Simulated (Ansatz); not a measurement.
Si₂Ni:
```
CELL_PARAMETERS angstrom
      1.65935    -5.60249     0.00000
      1.65935     5.60249     0.00000
      0.00000     0.00000     4.14578
ATOMIC_POSITIONS crystal
  Si 0.93873 0.06127 0.75000
  Si 0.06127 0.93873 0.25000
  Si 0.26980 0.73020 0.75000
  Si 0.73020 0.26980 0.25000
  Ni 0.60889 0.39111 0.75000
  Ni 0.39111 0.60889 0.25000
```

Relaxed with PBE. Special points in fractions of this cell's reciprocal vectors: Γ (0.000, 0.000, 0.000); Y (-0.500, 0.500, 0.000); C0 (-0.272, 0.728, 0.000); Σ0 (0.272, 0.272, 0.000); Z (0.000, 0.000, 0.500); A0 (0.272, 0.272, 0.500); E0 (-0.272, 0.728, 0.500); T (-0.500, 0.500, 0.500); S (0.000, 0.500, 0.000); R (0.000, 0.500, 0.500).

Question: List the band energies nearest the Fermi level at these points for plane-wave PAW PBE (Ansatz code).

Answer: In eV from the Fermi level; about four levels below and three above (degenerate sets whole), none deeper than 8.9 eV; points with the same levels are listed once.

| k | below | above |
|---|---|---|
| Γ | -2.14 -1.27 -0.31 -0.04 | 0.21 0.24 0.72 |
| Y | -1.79 -1.11 -0.93 -0.51 | 0.01 2.29 2.31 |
| C0 | -1.68 -1.11 -0.98 -0.78 | 0.10 0.44 1.16 |
| Z | -2.20 -2.20 -1.50 -1.50 | 1.67 1.67 2.68 2.68 |
| A0 | -0.76 -0.76 -0.18 -0.18 | 1.66 1.66 3.40 3.40 |
| T | -2.64 -2.64 -1.42 -1.42 | 0.97 0.97 1.54 1.54 |
| S | -1.60 -1.14 -1.06 -0.74 | 0.32 0.38 0.66 |
| R | -1.59 -1.59 -0.97 -0.97 | 0.34 0.34 0.71 0.71 |

Space group Cmcm. The cell is a constructed one: a structure type filled with these elements; neither database checked (COD, Materials Project) lists it. It is not the phase usual at ambient conditions (space group No. 225). The PBE relaxation kept the symmetry of its start; whether a distortion lowers the energy is not shown. The workflow began spin-polarised and lost its moments.

Potentials: the later of the program's two PAW sets.
